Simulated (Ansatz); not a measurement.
Geometry optimisation in Ansatz: input, command and trajectory.

```yaml
crystal:
  lattice:
    - [0.0, 2.7759974588, 2.7759974588]
    - [2.7759974588, 0.0, 2.7759974588]
    - [2.7759974588, 2.7759974588, 0.0]
  atoms:
    - { symbol: Pd, position: [0.25, 0.25, 0.25] }
    - { symbol: Pd, position: [0.75, 0.75, 0.75] }
    - { symbol: Pt, position: [0.0, 0.0, 0.0] }
basis:
  ecutwfc: 420
kpoints:
  mp_grid: { grid: [6, 6, 6] }
hamiltonian:
  xc: pbe
scf:
  occupations: { method: gaussian, width: 0.1 }
  lower_state_search: "off"
output:
  forces: true
  stress: true
  eigenvalues: true
relax:
  adjacent_minimum: "off"
  f_tol: 0.04
  max_steps: 70
  cell: { stress_tol: 0.4 }
```

```bash
ansatz run input.yaml --threads 1 --pin off --max-ram 2560MiB --backend cpu --events-out ev --progress --plain --runs-dir out
```

The calculation used DFT PBE, scalar-relativistic, plane waves, PAW in Ansatz 0.2.0.

Of 8 frames 7 are shown, positions in Å and forces in eV/Å; the SCF threshold varies from step to step. Steps run on the plane waves of an earlier cell, with a Pulay correction in the pressure. The basis is chosen afresh for the last frame, the zero of the energies, and at times for earlier ones too; energy and pressure step there, also at an unchanged geometry. Here that happened at step 6 (-7 meV/atom, 0.9 GPa); the frames before carry an error of that size.

```xyz
3
Lattice="0.0000 2.7760 2.7760 2.7760 0.0000 2.7760 2.7760 2.7760 0.0000" Properties=species:S:1:pos:R:3:forces:R:3 pbc="T T T" step=1 free_energy_over_end_meV_per_atom=785.28 pressure_GPa=76.20
Pd    1.3880    1.3880    1.3880    0.0000    0.0000    0.0000
Pd    4.1640    4.1640    4.1640    0.0000    0.0000    0.0000
Pt    0.0000    0.0000    0.0000    0.0000    0.0000    0.0000
3
Lattice="0.0000 2.9113 2.9113 2.9113 0.0000 2.9113 2.9113 2.9113 0.0000" Properties=species:S:1:pos:R:3:forces:R:3 pbc="T T T" step=2 free_energy_over_end_meV_per_atom=144.37 pressure_GPa=24.24
Pd    1.4557    1.4557    1.4557    0.0000    0.0000    0.0000
Pd    4.3670    4.3670    4.3670    0.0000    0.0000    0.0000
Pt    0.0000    0.0000    0.0000    0.0000    0.0000    0.0000
3
Lattice="0.0000 2.9842 2.9842 2.9842 0.0000 2.9842 2.9842 2.9842 0.0000" Properties=species:S:1:pos:R:3:forces:R:3 pbc="T T T" step=3 free_energy_over_end_meV_per_atom=24.14 pressure_GPa=7.49
Pd    1.4921    1.4921    1.4921    0.0000    0.0000    0.0000
Pd    4.4762    4.4762    4.4762    0.0000    0.0000    0.0000
Pt    0.0000    0.0000    0.0000    0.0000    0.0000    0.0000
3
Lattice="0.0000 3.0323 3.0323 3.0323 0.0000 3.0323 3.0323 3.0323 0.0000" Properties=species:S:1:pos:R:3:forces:R:3 pbc="T T T" step=4 free_energy_over_end_meV_per_atom=7.54 pressure_GPa=-0.87
Pd    1.5162    1.5162    1.5162    0.0000    0.0000    0.0000
Pd    4.5485    4.5485    4.5485    0.0000    0.0000    0.0000
Pt    0.0000    0.0000    0.0000    0.0000    0.0000    0.0000
3
Lattice="0.0000 3.0268 3.0268 3.0268 0.0000 3.0268 3.0268 3.0268 0.0000" Properties=species:S:1:pos:R:3:forces:R:3 pbc="T T T" step=5 free_energy_over_end_meV_per_atom=7.21 pressure_GPa=0.01
Pd    1.5134    1.5134    1.5134    0.0000    0.0000    0.0000
Pd    4.5402    4.5402    4.5402    0.0000    0.0000    0.0000
Pt    0.0000    0.0000    0.0000    0.0000    0.0000    0.0000
3
Lattice="0.0000 3.0268 3.0268 3.0268 0.0000 3.0268 3.0268 3.0268 0.0000" Properties=species:S:1:pos:R:3:forces:R:3 pbc="T T T" step=6 free_energy_over_end_meV_per_atom=0.32 pressure_GPa=0.91
Pd    1.5134    1.5134    1.5134    0.0000    0.0000    0.0000
Pd    4.5402    4.5402    4.5402    0.0000    0.0000    0.0000
Pt    0.0000    0.0000    0.0000    0.0000    0.0000    0.0000
3
Lattice="0.0000 3.0325 3.0325 3.0325 0.0000 3.0325 3.0325 3.0325 0.0000" Properties=species:S:1:pos:R:3:forces:R:3 pbc="T T T" step=8 free_energy_over_end_meV_per_atom=0.00 pressure_GPa=0.09
Pd    1.5163    1.5163    1.5163    0.0000    0.0000    0.0000
Pd    4.5488    4.5488    4.5488    0.0000    0.0000    0.0000
Pt    0.0000    0.0000    0.0000    0.0000    0.0000    0.0000
```

The start puts this composition into another compound's structure type, which needn't suit it. The cell swells from 14.3 to 18.6 Å³ an atom, so the end can be far from any stable crystal. At the end the space group is Fm-3m (tolerance 0.05 Å).

It took 14 s on 1 thread of Arm Neoverse V1, with other jobs on the host, peak memory 0.32 GiB.

The k mesh is coarse. Spin–orbit coupling is left out, which can shift energies with elements as heavy as these.